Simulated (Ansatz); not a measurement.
Sc:
```
CELL_PARAMETERS angstrom
      3.26838     0.00000     0.00000
     -1.63419     2.83050     0.00000
      0.00000     0.00000     5.07096
ATOMIC_POSITIONS crystal
  Sc 0.33333 0.66667 0.75000
  Sc 0.66667 0.33333 0.25000
```

This is the PBE+D3(BJ)-relaxed structure. x, y and z are the axes in which the lattice vectors are written.

### Question
All from the program Ansatz at the PBE+D3(BJ) level (PAW), unless another level is named. Give the Poisson's ratio.

### Answer
0.25.

### Question
Give the elastic constants (relaxed ions, GPa).

### Answer
C11 = 106, C12 = 39.9, C13 = 30.1, C33 = 107, C44 = 33.0.

Space group P6_3/mmc (hcp (Mg type)). Symmetry was held in the PBE+D3(BJ) relaxation. No spin polarisation was allowed. The pairwise dispersion correction was not fitted to metals. As this level gives no gap, shear constants depend on the k-mesh and smearing (Fermi–Dirac, 0.1 eV here). On the denser mesh and wider smearing of the elastic run this cell carries a stress of 0.4 GPa.

Potentials: the later of the program's two PAW sets.
